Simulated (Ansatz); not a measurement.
Level: PBEsol, no spin polarisation; 420 eV; 6×6×6 Γ-centred mesh; fermi-dirac occupations (width 0.013 eV); Ansatz 0.2.0, fixed geometry.

Computed maps in the lattice plane spanned by a (left to right, 6.89 Å, 21 points from zero) and c (bottom to top, 6.91 Å, 21 points from zero), 120° apart, at height 0.500 along b. The fields are smooth PAW ones with compensation charges, not the true ones near nuclei.

Valence density. Digits on a logarithmic scale: 0 up to 0.03 e/Å³, each further digit a factor of 1.6, 9 from 1.3 e/Å³ up:
```
223555543223579998643
122343321235799998642
111222111346999997532
101100112457999996532
110001123568999975432
211112345667898765433
222234566666776666553
333456887665556678764
334579997654456999964
345799997544468999864
346899986444579999754
346999965445679997543
346787665556678865433
235566667766666543222
233456789876654321111
123457999986532110001
123569999975421100110
123579999964311122211
124689999753212334322
234689997532234555532
234677765322356777643
```

ELF. Ten even steps from '0' (0.00) to '9' (0.72):
```
127999994115876557872
015898630148751026762
001332100377500026751
000000002686300057741
000000124886311578631
100012346997556797532
211123334897678964333
211333334587787433333
213331013454454200233
223310013322332010233
233201023322331001332
233200245445431013331
233333478778543333311
233346987679843332111
123579765579964321000
013687511368842100000
014775000368620000000
015762000577300123310
026762015784103689851
127875567851149999972
128988889511598888982
```

Q: The cell is GaSbTe2. Which atoms lie within 0.2 Å of this plane, and where (fractions of a and c)?

A: Ga at (0.75, 0.50), Ga at (0.25, 0.50), Te at (0.67, 0.84), Te at (0.33, 0.16). The whole cell:
```
Ga Te Sb
1.0
     0.00000    0.00000    6.89493
     4.23288   -4.23288    3.44747
     4.23288    4.23288   -3.44747
Ga Te Sb
2 4 2
Direct
  0.75000 0.50000 0.50000
  0.25000 0.50000 0.50000
  0.67000 0.50000 0.84000
  0.17000 0.16000 0.50000
  0.33000 0.50000 0.16000
  0.83000 0.84000 0.50000
  0.25000 0.00000 0.00000
  0.75000 0.00000 0.00000
```

Origin: a known structure type with other elements, at an estimated volume, so it need not be a known compound.
